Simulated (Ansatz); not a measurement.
ZrCu (CsCl type, Pm-3m) under volume change, LDA in the plane-wave PAW code Ansatz, scaled uniformly.

```
V (Å³/atom)  E − E(relaxed) (meV/atom)  P (GPa)
-----------  -------------------------  -------
14.798                             [?]      [?]
15.286                             [?]      [?]
15.774                             6.8     4.58
16.262                             0.0     0.00
16.750                             6.1    -3.92
17.238                            23.3    -7.27
17.725                            49.9   -10.14
```

Problem. Complete the blanks.

Solution. 
- 15.286, E − E(relaxed) (meV/atom): 28.7
- 15.286, P (GPa): 9.95
- 14.798, E − E(relaxed) (meV/atom): 68.3
- 14.798, P (GPa): 16.22

Problem. What does a third-order Birch–Murnaghan fit give for V₀, B₀ and B′?

Solution. V₀ = 16.26 Å³/atom, B₀ = 141 GPa, B′ = 4.2.

The first step of the workflow began from a Materials Project structure, measured or hypothetical; the Crystallography Open Database copy checked does not list it. With Zr and Cu taken as one species the cell has the higher symmetry Im-3m, so it may be an ordered model of a mixed-site phase. Its standing as an ambient phase is unchecked. The cell was relaxed with LDA under the symmetry of its start; of distortions, only those at the zone centre were tested. No spin polarisation was allowed.

Potentials: the later of the program's two PAW sets.
